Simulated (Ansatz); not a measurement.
KNiF$_{3}$:
```
CELL_PARAMETERS angstrom
      0.00000     3.99567     3.99567
      3.99567     0.00000     3.99567
      3.99567     3.99567     0.00000
ATOMIC_POSITIONS crystal
  K  0.75000 0.75000 0.75000
  Ni 0.00000 0.00000 0.00000
  F  0.25000 0.25000 0.75000
  F  0.25000 0.75000 0.75000
  F  0.25000 0.75000 0.25000
  K  0.25000 0.25000 0.25000
  Ni 0.50000 0.50000 0.50000
  F  0.75000 0.75000 0.25000
  F  0.75000 0.25000 0.25000
  F  0.75000 0.25000 0.75000
```
The run is spin-polarised; directions of the spins, atom by atom: 0 ↑ 0 0 0 0 ↓ 0 0 0.

Relaxed with r²SCAN. Special points in fractions of this cell's reciprocal vectors: Γ (0.000, 0.000, 0.000); X (0.500, 0.000, 0.500); U (0.625, 0.250, 0.625); K (0.375, 0.375, 0.750); L (0.500, 0.500, 0.500); W (0.500, 0.250, 0.750).

List the band energies nearest the valence-band maximum at these points for the program Ansatz at the r²SCAN level (PAW).

In eV from the valence-band maximum; about four levels below and three above (degenerate sets whole), none deeper than 8.9 eV; points with the same levels are listed once.

```json
[
 {"k": "Γ ↑", "below": "-1.01 -1.01 0.00 0.00 0.00", "above": "3.84 3.84 5.10"},
 {"k": "X ↑", "below": "-0.85 -0.85 -0.02 -0.02 -0.02", "above": "3.25 3.84 8.27"},
 {"k": "U ↑", "below": "-0.88 -0.06 -0.04 -0.03", "above": "3.36 3.71 8.44"},
 {"k": "L ↑", "below": "-0.73 -0.73 -0.13 -0.09 -0.09", "above": "3.58 3.58 7.54"},
 {"k": "W ↑", "below": "-0.84 -0.06 -0.06 -0.02", "above": "3.40 3.66 8.59"}
]
```

Space group Pm-3m (cubic perovskite). The workflow started from an entry of the Crystallography Open Database (COD). Its standing as an ambient phase is unchecked. Symmetry was held in the r²SCAN relaxation, as lowered by the spin order; its stability against distortions is not shown here. Spin order of the final state: antiferromagnetic, chosen from 4 collinear starts compared on coarse meshes (ties went to the first, and starts can fall back to one state), not a proven ground state. Other orbital occupations within this spin state were not tried. No Hubbard U is applied. Point labels and valley counts follow the cell and symmetry of the run, lower than the named group.

Potentials: the later of the program's two PAW sets.
